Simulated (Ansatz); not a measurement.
Tc (hcp (Mg type)), relaxed with r²SCAN (Ansatz, an electronic-structure program, plane waves, PAW): a = 2.7366 Å, b = 2.7366 Å, c = 4.3807 Å, α = 90.00°, β = 90.00°, γ = 120.00°.

Q: The same phase is relaxed and computed with r²SCAN+D4 in the same code. What is the cell now?

A: a = b = 2.7311 Å, c = 4.3723 Å, α = β = 90.00°, γ = 120.00°.

All cells were relaxed under the symmetry of their starts (and spin orders); stability against distortions was not tested throughout. Rows with no word on spin ran without spin polarisation. Spin–orbit coupling is left out wherever it is not named.

Potentials: the earlier of the program's two PAW sets.

Ansatz is a plane-wave DFT program.
